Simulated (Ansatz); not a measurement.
Values for one crystal, relaxed and computed with PBE in the plane-wave PAW code Ansatz; other levels are named.

```yaml
volume_per_atom: 11.53 Å³
electronic_character: metallic (no gap)
Poisson's ratio: 0.22
Formation energy from the elements (no fitted shifts): -0.45 eV/atom
hill_bulk_and_shear_moduli: 202 and 139 GPa
Bulk modulus (Birch–Murnaghan fit): 205 GPa
mechanical_stability: stable (all eigenvalues of C positive)
```

Task: Which of these materials gives this?
A. NbSi2, P6_222 (Nb on 3d, Si on 6j)
B. MnSi, P2_13 (Mn on 4a, Si on 4a)
C. VSi2, P6_222 (V on 3c, Si on 6i)
D. TaSi2, P6_222 (Ta on 3d, Si on 6j)

Result: B, MnSi, P2_13 (Mn on 4a, Si on 4a)

The cell was relaxed with PBE under the symmetry of its start. The final state is ferromagnetic, chosen from 4 collinear starts compared on coarse meshes (ties went to the first, and starts can fall back to one state), not a proven ground state. Textbook magnetic order: helical. As this level gives no gap, shear constants depend on the k-mesh and smearing (Fermi–Dirac, 0.1 eV here). The references are the lowest solids computed at this level, not always the standard phases.

Potentials: the later of the program's two PAW sets.
